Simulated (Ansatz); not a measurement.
Ti: from a starting cell to a relaxed one

The start is a relaxed Ti cell displaced along its unstable phonon at q = (½, ½, 0) of its primitive reciprocal cell (165i cm⁻¹), largest move 0.15 Å. Cell shape, volume and atoms are optimised at zero target pressure with PBEsol (plane waves to 420 eV, PAW, scalar-relativistic; Ansatz, a first-principles code). The first steps use a coarse 12×12×12 k-mesh.

Starting cell:
```
CELL_PARAMETERS angstrom
      5.18786     0.00000     0.00000
      2.59393     2.59393     0.00000
      0.00000     0.00000     2.59393
ATOMIC_POSITIONS crystal
  Ti 0.00000 0.50000 0.55783
  Ti 0.50000 0.50000 0.44217
```

```json
{
 "largest_initial_force": "0.69 eV/Å, on Ti1, Ti2 (atoms numbered as listed)",
 "energy_released": "0.70 eV/atom",
 "volume_change": "-5.3 %, from 17.45 to 16.53 Å³/atom",
 "Shortest distances (start → end)": "The closest pairs of elements (up to four, under 3.6 Å), start → end: Ti–Ti 2.59 → 2.79 Å",
 "optimiser_moves": "15"
}
```

It ends as:

Space group I4/mmm (No. 139); a = 3.373 Å, b = 3.373 Å, c = 2.907 Å, α = 90.00°, β = 90.00°, γ = 90.00°

```
atom  site  symmetry       x       y       z
----  ----  --------  ------  ------  ------
Ti      2b     4/mmm  0.0000  0.0000  0.5000
```
(The calculation used a cell of 1 atom; values per cell refer to that cell.)

Final values are on a 21×21×21 k-mesh of the relaxed cell. No spin polarisation in the result.

The run could not lose the symmetry of its start: the end is stationary, and may be a saddle point rather than a minimum.

The relaxed structure here is a generated cell of Ti: the first start was made by placing the elements on the sites of a structure type, and the end was not matched to a known phase here, so it may be hypothetical. Known forms of Ti include space group No. 194.
